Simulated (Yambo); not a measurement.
SnS (space group Cmcm, No. 63), G0W0@PBEsol in Yambo with this input:

```
rim_cut
gw0
dyson
el_el_corr
HF_and_locXC
ppa
em1d
RandQpts= 1000000
RandGvec= 1 Ry
EXXRLvcs= 72 Ry
VXCRLvcs= 288 Ry
Chimod= "HARTREE"
% BndsRnXp
 1 | 144 |
%
NGsBlkXp= 7 Ry
% LongDrXp
 1.0 | 1.0 | 1.0 |
%
PPAPntXp= 27.2114 eV
% GbndRnge
 1 | 144 |
%
GTermKind= "BG"
DysSolver= "n"
ExtendOut
```

On a 4×4×4 mesh, with wavefunctions cut at 72 Ry, the gap ((0, -0.5, 0) → (-0.5, -0.5, 0)) is 0.637 eV and the valence edge shifts by -0.485 eV.

**Question.** What happens with this change: 2×2×2 mesh?

**Answer.** The gap falls by 0.052 eV, to 0.585 eV; the shift of the valence edge becomes -0.402 eV. Neither run is shown to be the converged limit. The mesh misses a band edge: along a dense path the PBEsol gap is 0.11 eV against 0.31 eV on the mesh.

The standard potential for Sn keeps a d shell in the valence without the s and p states of that shell. In tests on such compounds this moved G0W0 gaps by up to about 0.9 eV, so absolute quasiparticle energies here are unreliable; differences between settings are what counts.

Spin-orbit coupling is not included.

Geometry relaxed with PBE+D3(BJ); primitive cell a = b = 6.024 Å, c = 4.061 Å, α = β = 90.00°, γ = 140.70°.

This is not the ordinary phase of the substance.

A shift is the quasiparticle energy of the state minus its PBEsol energy.
